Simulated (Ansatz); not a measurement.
Consider the following.

Fe:
```cif
data_Fe2
_chemical_formula_sum 'Fe2'
_space_group_name_H-M_alt 'P 1'
_space_group_IT_number 1
_cell_length_a 2.42924
_cell_length_b 2.42924
_cell_length_c 3.83975
_cell_angle_alpha 90.000
_cell_angle_beta 90.000
_cell_angle_gamma 120.000
loop_
_space_group_symop_operation_xyz
  'x, y, z'
loop_
_atom_site_label
_atom_site_type_symbol
_atom_site_fract_x
_atom_site_fract_y
_atom_site_fract_z
_atom_site_occupancy
Fe1 Fe 0.33333 0.66667 0.25000 1
Fe2 Fe 0.66667 0.33333 0.75000 1
```

This is the PBEsol-relaxed structure.

Q: All from the program Ansatz at the PBEsol level (PAW), unless another level is named. Predict the highest zone-centre frequency.

A: 337 cm^-1.

Q: Give the Debye temperature from the elastic constants.

A: 715 K.

Space group P6_3/mmc (hcp (Mg type)). This is a known high-pressure phase of the composition, computed here at zero pressure and temperature. The cell was relaxed with PBEsol under the symmetry of its start; of distortions, only those at the zone centre were tested. The run is not spin-polarised. As this level gives no gap, shear constants depend on the k-mesh and smearing (Fermi–Dirac, 0.1 eV here). As this level gives no gap, phonon frequencies hold no LO–TO term and depend on the k-mesh and smearing (Fermi–Dirac, 0.1 eV here). On the denser mesh and wider smearing of the elastic run this cell carries a stress of 0.8 GPa.

Potentials: the later of the program's two PAW sets.
